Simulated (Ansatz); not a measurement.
A geometry of Ir away from equilibrium: the start of the relaxation of a relaxed Ir cell, doubled along one cell vector, shaken by Gaussian noise of σ = 0.08 Å a coordinate. These are PBEsol (plane waves to 420 eV, PAW, scalar-relativistic; Ansatz, a program for electronic structure) values and carry that method's errors. Γ-centred k-mesh 13×13×7 on the run's cell (coarser than for final values), Fermi–Dirac smearing 0.05 eV.

```xyz
2
Lattice="2.5405 0.0000 0.0000 0.0000 2.5405 0.0000 0.0000 0.0000 5.0811" Properties=species:S:1:pos:R:3 pbc="T T T"
Ir     1.1042     1.2100     1.3561
Ir     1.2659     1.3611     3.6643
```

Q: Predict the force on each atom, in eV/Å.

A: 
```json
[
 {"atom": "Ir1", "Fx": "-0.07", "Fy": "-0.06", "Fz": "-2.03"},
 {"atom": "Ir2", "Fx": "0.07", "Fy": "0.06", "Fz": "2.03"}
]
```

Q: What is the pressure?

A: +7.6 GPa, compression positive.

No spin polarisation in the result.

The run could not lose the symmetry of its start: the end is stationary, and may be a saddle point rather than a minimum.

The end of the path is a generated cell of Ir: the first start was made by a random draw of sites in a space group, and the end was not matched to a known phase here, so it may be hypothetical. Known forms of Ir include space group No. 225.
